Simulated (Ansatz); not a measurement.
Fe (bcc, W type)

```xyz
2
Lattice="-2.8645 2.8645 2.8645 1.4323 -1.4323 1.4323 1.4323 1.4323 -1.4323" Properties=species:S:1:pos:R:3 pbc="T T T"
Fe     0.0000     0.0000     0.0000
Fe    -1.4323     1.4323     1.4323
```

In each cell atom 1 (Fe, nearest neighbour Fe at 2.481 Å; its periodic images, 2.5 Å or more away, move with it) moves by s·(1.000, 0.000, 0.000) (along Cartesian x), the rest being held.

Computed with r2SCAN (plane waves to 500 eV, PAW, scalar-relativistic; Ansatz, a quantum-chemistry and plane-wave program). k mesh 9×18×18 (Γ-centred), Fermi-Dirac smearing 0.05 eV. The energy includes the smearing's −TS. With partly filled bands, energies and forces of such displacements shift with the k mesh and the smearing. On this mesh the relaxed cell isn't quite at rest: it carries a pressure of -0.2 GPa (compression positive) at the zero of the scan. Fe was relaxed with its symmetry unable to fall. Relaxed Fe ends ferromagnetic. The magnetic order is the one the run started from; other orders were not tried. ΔE is measured from the undisplaced structure.

The scan covers s from -0.740 to 0.740 Å in 11 points.

### Question
Is this a single well or a double well?

### Answer
A single well with its minimum at or next to zero displacement.

### Question
Is the energy the same for equal positive and negative displacements?

### Answer
Even: the same for both signs. With its periodic images moving along, the atom's site symmetry in this cell is mmm.

### Question
What force acts on the atom along the line at s = -0.740 Å?

### Answer
2.19 eV/Å.

### Question
What is the energy change at s = 0.740 Å?

### Answer
1053 meV/cell.

### Question
What is the force constant k = d²E/ds² of this move at s = 0?

### Answer
6.14 eV/Å².

(A displaced cell: forces are minus the slopes of the energy, force constants its curvatures, and phonons follow from these.)
